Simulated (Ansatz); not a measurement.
A relaxed cell of KZr₂Cl₆ is given with its symmetry left out. The cell was found from a structure generator's guess, not taken from experiment.

The calculation used DFT PBE, scalar-relativistic, plane waves, PAW (Ansatz). Cutoff 420 eV, Γ-centred mesh, Gaussian smearing, collinear spin.

```xyz
9
Lattice="4.6245 0.0000 0.0000 -2.3123 4.0049 0.0000 0.0000 0.0000 12.2932" Properties=species:S:1:pos:R:3 pbc="T T T"
K     0.0000    0.0000    0.0000
Zr    0.0000    2.6700    8.0398
Zr    2.3123    1.3350    4.2534
Cl    2.3123    1.3350    7.0333
Cl    0.0000    0.0000    3.6627
Cl    0.0000    2.6700   10.6296
Cl    0.0000    2.6700    5.2599
Cl    2.3123    1.3350    1.6636
Cl    0.0000    0.0000    8.6305
```

Formation energies are uncorrected and refer to the elements' standard structures at the same level (Cl₂ as a molecule).

**Question.** Find its symmetry and describe it.

**Answer.** P-3m1 (No. 164), with K and Zr ordered on fluorite sites. Conventional cell: a = 4.625 Å, c = 12.293 Å. K is surrounded by 6 Cl at 3.15 Å and 2 Cl at 3.66 Å; Zr is surrounded by 8 Cl at 2.59–2.85 Å; around Cl on its first site lie 4 Zr at 2.78–2.85 Å and 6 Cl at 3.11–3.21 Å; Cl on its second site has 3 Zr at 2.73 Å, 3 Cl at 3.11 Å, 3 Cl at 3.34 Å and 1 K at 3.66 Å; 1 more site not described.

**Question.** How far does it lie from the elements in energy?

**Answer.** −1.52 eV/atom. A negative formation energy is needed for stability but isn't enough: competing phases decide.

**Question.** Is it a metal?

**Answer.** Yes, bands cross the Fermi level on the 12×12×4 mesh.

**Question.** Which magnetic moments does it keep?

**Answer.** 0.33 μB per atom net, the space between the atoms included; by site: Zr 0.8 (×2) μB.

**Question.** From what recipe could a structure generator have reached it?

**Answer.** One such recipe: ordered mixture on the cation sites of fluorite (P-3m1, No. 164). Other recipes can lead to the same cell.

The last run used collinear spin, a 12×12×4 mesh (in the run's order of axes) for its 9-atom cell and Gaussian smearing of 0.10 eV. Another magnetic order may lie lower. Symmetry constrained the relaxation, so the result can be a saddle point.
